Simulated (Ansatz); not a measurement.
Structure types of RhN compared at 560 GPa

Structure types of RhN are relaxed in primitive cells with their symmetry kept at 560 GPa, on PAW files; LAPW relaxes the small cells further and takes the PAW cell for the others (marked *). The enthalpy is E + pV at zero temperature, without zero-point motion. Only the types listed were tried, and differences under about 5 meV/atom are mesh noise. Not among the end structures: rocksalt, which may lie lower.

Level of theory: DFT with PBE, scalar-relativistic, in Ansatz 0.2.0; Fermi–Dirac smearing of 0.08 eV, no spin polarisation. LAPW: all electrons, basis error target 0.5 meV/atom; PAW: frozen-core files, cutoff 420 eV.

k meshes: CsCl 17×17×17, zincblende 18×18×18, NiAs 13×13×8, wurtzite 14×14×8.

```csv
start type,ends as,"a, b, c (Å)",V (Å³/atom),"H − H(lowest), LAPW (meV/atom)"
CsCl,"CsCl, Pm-3m","2.245, 2.245, 2.245",5.65,0.0
zincblende,"zincblende, F-43m","3.740, 3.740, 3.740",6.54,3456.2
NiAs*,"distorted NiAs, P6_3/mmc","2.318, 2.318, 4.967",5.78,?
wurtzite*,"distorted wurtzite, P6_3mc","2.199, 2.199, 5.829",6.10,?
```

Fill in "H − H(lowest), LAPW (meV/atom)" for the row "wurtzite*".

1611.8.

Fill in "H − H(lowest), LAPW (meV/atom)" for the row "NiAs*".

90.4.
